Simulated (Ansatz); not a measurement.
**Ca₂Ni₃S₂, a known structure type with other elements, at an estimated volume**

```xyz
7
Lattice="0.0000 -3.0752 4.4170 2.6048 -1.6346 -4.4170 2.9556 1.6346 4.4170" Properties=species:S:1:pos:R:3 pbc="T T T"
Ca    0.0000    0.0000    0.0000
Ni    2.7802    0.0000    0.0000
Ni    1.4778   -0.7203    4.4170
Ni    1.4778    0.8173    2.2085
S     3.2005   -1.3051    5.6494
S     2.3598   -1.7701   -1.2323
Ca    2.7802   -1.5376    2.2085
```

Method: r2SCAN, with U_eff = 4.69 eV on Ni d (all-electron-ortho-atomic projectors), collinear spin; PAW, plane waves to 500 eV, 5×5×5 Γ-centred mesh, fermi-dirac occupations (width 0.1 eV) (Ansatz 0.2.0), atoms fixed.

The state carries no moments; the state need not be the lowest.

(1) What do density and ELF say about some of the short contacts?

(2) Which atom feels the largest force, and which way?

(3) Is there a gap?

(4) Which element gives electrons and which takes them?

(5) What does the stress say?

Origin: a known structure type with other elements, at an estimated volume, so it need not be a known compound. Caveats: the input typed no starting moments.

Answers

(1) Ni–S at 2.20 Å: least valence density 0.61 e/Å³ and ELF 0.25 there. Ca–Ni at 2.69 Å: least valence density 0.18 e/Å³ and ELF 0.08 there. Ca–S at 3.06 Å: least valence density 0.11 e/Å³ and ELF 0.06 there. These are pseudo-fields; inside the PAW spheres they differ from the all-electron ones.

(2) The largest is on S5 (and as large on other atoms): 0.94 eV/Å, components (-0.78, -0.43, -0.30). It makes 45° with the line to a nearest neighbour, Ni3 at 2.20 Å, pointing towards it.

(3) It is a metal, with about 0.48 states/eV a cell as the mean within 0.25 eV of the Fermi level, mostly Ni d (53 %), S p (17 %) and Ca s (14 %).

(4) Bader charges in e: Ca +1.37 to +1.41, Ni -0.29, S -0.96. In the mean Ca gives up most and S takes most.

(5) The pressure is 2.1 GPa (compression positive), so with the atoms held at these fractions the cell would first expand; the forces are large, so a full relaxation may end otherwise.
